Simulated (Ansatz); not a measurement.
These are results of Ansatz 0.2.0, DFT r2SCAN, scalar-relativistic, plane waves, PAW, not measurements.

Structure of Bi$_{2}$SO$_{2}$:

```xyz
10
Lattice="3.9223 0.0000 0.0000 0.0000 11.9606 0.0000 0.0000 0.0000 3.8495" Properties=species:S:1:pos:R:3 pbc="T T T"
Bi    1.5190   10.2336    1.9247
Bi    2.4033    1.7271    1.9247
Bi    3.4802    7.7074    0.0000
Bi    0.4421    4.2532    0.0000
S     0.0000    0.0000    0.0000
S     1.9612    5.9803    1.9247
O     1.6555    8.9527    0.0000
O     2.2669    3.0079    0.0000
O     3.6166    8.9882    1.9247
O     0.3057    2.9724    1.9247
```

Settings: cutoff 500 eV, Γ-centred mesh 8×4×8 on the computed 10-atom cell, Gaussian smearing of 0.02 eV; no spin polarisation.

Levels along Γ–X–S–Y–Γ–Z–U–R–T–Z | X–U | Y–T | S–R, in eV from a zero inside the gap, sorted by energy at each point. Points in fractions of the primitive reciprocal vectors: Γ (0.000 0.000 0.000), X (0.500 0.000 0.000), S (0.500 0.500 0.000), Y (0.000 0.500 0.000), Z (0.000 0.000 0.500), U (0.500 0.000 0.500), R (0.500 0.500 0.500), T (0.000 0.500 0.500).
| point | k (1/Å, with 2π) | band 45 | band 46 | band 47 | band 48 | band 49 | band 50 | band 51 |
| --- | --- | --- | --- | --- | --- | --- | --- | --- |
| Γ | 0.000 | -1.58 | -1.36 | -1.03 | -1.03 | 0.61 | 1.33 | 2.99 |
| - | 0.401 | -1.40 | -1.19 | -1.14 | -0.92 | 2.45 | 2.61 | 3.21 |
| X | 0.801 | -1.04 | -1.04 | -0.62 | -0.62 | 2.63 | 2.63 | 3.69 |
| - | 0.932 | -1.04 | -1.04 | -0.62 | -0.62 | 2.64 | 2.64 | 3.69 |
| S | 1.064 | -1.04 | -1.04 | -0.62 | -0.62 | 2.65 | 2.65 | 3.68 |
| - | 1.464 | -1.31 | -1.31 | -0.99 | -0.99 | 2.60 | 2.60 | 3.10 |
| Y | 1.865 | -1.48 | -1.48 | -1.22 | -1.22 | 1.09 | 1.09 | 3.34 |
| - | 1.996 | -1.54 | -1.41 | -1.12 | -1.11 | 0.78 | 1.30 | 3.10 |
| Γ | 2.127 | -1.58 | -1.36 | -1.03 | -1.03 | 0.61 | 1.33 | 2.99 |
| - | 2.535 | -1.31 | -1.14 | -1.10 | -0.95 | 2.30 | 2.71 | 3.16 |
| Z | 2.943 | -0.79 | -0.79 | -0.76 | -0.76 | 2.68 | 2.68 | 3.60 |
| - | 3.344 | -1.69 | -1.69 | -1.53 | -1.53 | 2.65 | 2.65 | 2.89 |
| U | 3.744 | -2.17 | -2.17 | -1.48 | -1.48 | 1.08 | 1.08 | 3.58 |
| - | 3.876 | -2.27 | -2.27 | -1.55 | -1.55 | 1.37 | 1.37 | 2.97 |
| R | 4.007 | -2.33 | -2.33 | -1.62 | -1.62 | 2.01 | 2.01 | 2.15 |
| - | 4.407 | -1.89 | -1.89 | -1.31 | -1.31 | 2.38 | 2.38 | 3.08 |
| T | 4.808 | -0.86 | -0.86 | -0.69 | -0.69 | 2.71 | 2.71 | 3.62 |
| - | 4.939 | -0.83 | -0.83 | -0.71 | -0.71 | 2.69 | 2.69 | 3.60 |
| Z | 5.071 | -0.79 | -0.79 | -0.76 | -0.76 | 2.68 | 2.68 | 3.60 |
| X | 5.071 | -1.04 | -1.04 | -0.62 | -0.62 | 2.63 | 2.63 | 3.69 |
| - | 5.479 | -1.84 | -1.84 | -1.72 | -1.72 | 2.80 | 2.80 | 2.90 |
| U | 5.887 | -2.17 | -2.17 | -1.48 | -1.48 | 1.08 | 1.08 | 3.58 |
| Y | 5.887 | -1.48 | -1.48 | -1.22 | -1.22 | 1.09 | 1.09 | 3.34 |
| - | 6.295 | -1.26 | -1.26 | -0.98 | -0.98 | 2.57 | 2.57 | 2.99 |
| T | 6.703 | -0.86 | -0.86 | -0.69 | -0.69 | 2.71 | 2.71 | 3.62 |
| S | 6.703 | -1.04 | -1.04 | -0.62 | -0.62 | 2.65 | 2.65 | 3.68 |
| - | 7.111 | -1.73 | -1.73 | -1.46 | -1.46 | 2.70 | 2.70 | 2.86 |
| R | 7.519 | -2.33 | -2.33 | -1.62 | -1.62 | 2.01 | 2.01 | 2.15 |

Spin-orbit coupling is left out, which matters for the bands of heavy elements.

Cost: 1 run of about 4.8 core-minutes, on Intel Xeon 6975P-C (Granite Rapids) (shared hosts).